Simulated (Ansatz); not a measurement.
Al2Cu:
Space group Fm-3m (No. 225); a = b = c = 5.6700 Å, α = β = γ = 90.00°

```tsv
atom	site	symmetry	x	y	z
Al	8c	-43m	0.2500	0.2500	0.2500
Cu	4b	m-3m	0.5000	0.5000	0.5000
```
(The calculation used a cell of 3 atoms; values per cell refer to that cell.)

This is the LDA-relaxed structure.

All from LDA (plane waves, PAW; program Ansatz), unless another level is named. Predict the Poisson's ratio.

0.26.

Predict the elastic constants (relaxed ions, GPa).

C11 = 185, C12 = 74.5, C44 = 70.4.

Predict the highest zone-centre frequency.

293 cm⁻¹.

The first step of the workflow began from a Materials Project structure, measured or hypothetical; the Crystallography Open Database copy checked does not list it. It is not the phase usual at ambient conditions (space group No. 140). The LDA relaxation kept the symmetry of its start; of distortions, only those at the zone centre were tested. The run is not spin-polarised. As this level gives no gap, shear constants depend on the k-mesh and smearing (Fermi–Dirac, 0.1 eV here). As this level gives no gap, phonon frequencies hold no LO–TO term and depend on the k-mesh and smearing (Fermi–Dirac, 0.1 eV here).

Potentials: the later of the program's two PAW sets.
